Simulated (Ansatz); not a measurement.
Relaxation of a generated cell, Te2Mo built in the pyrite structure type; 12 atoms in the cell, which starts as Pa-3 (No. 205), cP12; a = b = c = 7.418 Å, α = β = γ = 90.00°. Computed with PBEsol (plane waves to 420 eV, PAW, scalar-relativistic; Ansatz, an electronic-structure program). Γ-centred k-mesh 3×3×3 on the run's cell (coarser than for final values), Fermi–Dirac smearing 0.05 eV. This is the first round of the run. 

The optimiser's lines from the output (shortened; P is positive under compression):

```
relax step   1: F+E_penalty+E_count = -74790.97213626 eV  Δ(F+E_penalty+E_count) = +0.000e0 eV  max|allowed force component| = 5.220e-1 eV/Å  Δτ_max = 0.0000 Å  P = -14.852 GPa  Ω = 408.118 Å³  (9 SCF iters, dr2 threshold 1.00e-7 eV, accepted)
relax step   2: F+E_penalty+E_count = -74796.44272347 eV  Δ(F+E_penalty+E_count) = -5.471e0 eV  max|allowed force component| = 5.273e-1 eV/Å  Δτ_max = 0.0674 Å  P = -12.446 GPa  Ω = 351.247 Å³  (7 SCF iters, dr2 threshold 1.20e-6 eV, accepted)
relax step   3: F+E_penalty+E_count = -74799.87621850 eV  Δ(F+E_penalty+E_count) = -3.433e0 eV  max|allowed force component| = 3.302e-1 eV/Å  Δτ_max = 0.0966 Å  P = -3.852 GPa  Ω = 299.778 Å³  (6 SCF iters, dr2 threshold 1.20e-6 eV, accepted)
relax step   4: F+E_penalty+E_count = -74800.19916190 eV  Δ(F+E_penalty+E_count) = -3.229e-1 eV  max|allowed force component| = 8.446e-2 eV/Å  Δτ_max = 0.1333 Å  P = +1.318 GPa  Ω = 284.466 Å³  (6 SCF iters, dr2 threshold 1.20e-6 eV, accepted)
relax step   5: F+E_penalty+E_count = -74800.22728401 eV  Δ(F+E_penalty+E_count) = -2.812e-2 eV  max|allowed force component| = 1.837e-2 eV/Å  Δτ_max = 0.0250 Å  P = -0.270 GPa  Ω = 288.505 Å³  (6 SCF iters, dr2 threshold 1.20e-6 eV, accepted)
relax step   6: F+E_penalty+E_count = -74800.22891504 eV  Δ(F+E_penalty+E_count) = -1.631e-3 eV  max|allowed force component| = 2.333e-3 eV/Å  Δτ_max = 0.0066 Å  P = -0.025 GPa  Ω = 287.784 Å³  (6 SCF iters, dr2 threshold 1.82e-7 eV, accepted)
relax step   7: F+E_penalty+E_count = -74800.22894562 eV  Δ(F+E_penalty+E_count) = -3.058e-5 eV  max|allowed force component| = 3.660e-4 eV/Å  Δτ_max = 0.0011 Å  P = -0.001 GPa  Ω = 287.711 Å³  (6 SCF iters, dr2 threshold 1.54e-9 eV, accepted)
relax step   8: F+E_penalty+E_count = -74800.21761702 eV  Δ(F+E_penalty+E_count) = +1.133e-2 eV  max|allowed force component| = 3.521e-4 eV/Å  Δτ_max = 0.0000 Å  P = -0.016 GPa  Ω = 287.711 Å³  stress off target by 1.57e-2 GPa  SCF on the basis re-selected at this cell (its energy is not comparable with the rows above)  (7 SCF iters)
```

From the first to the last row the energy changes by -0.77 eV/atom and the volume by -29.5 %. The last row is marked as not comparable with the walk above it, whose basis was carried along; it does compare with step 1, since both stand on a basis selected at the nominal cutoff for their own cell.

Later rounds, restarted from the end of this one on a renewed k-mesh, logged 4 more steps and released under 0.01 eV/atom more. The final structure after all rounds: Pa-3 (No. 205), cP12; a = b = c = 6.600 Å, α = β = γ = 90.00°. Between re-selections the logged energies stand on a plane-wave basis carried along with the cell. No spin polarisation in the result. A magnetic state may lie lower.

The run could not lose the symmetry of its start: the end is stationary, and may be a saddle point rather than a minimum.

The relaxed structure here is a generated cell of Te2Mo: the first start was made by placing the elements on the sites of a structure type, and the end was not matched to a known phase here, so it may be hypothetical. Known forms of Te2Mo include space group No. 194.
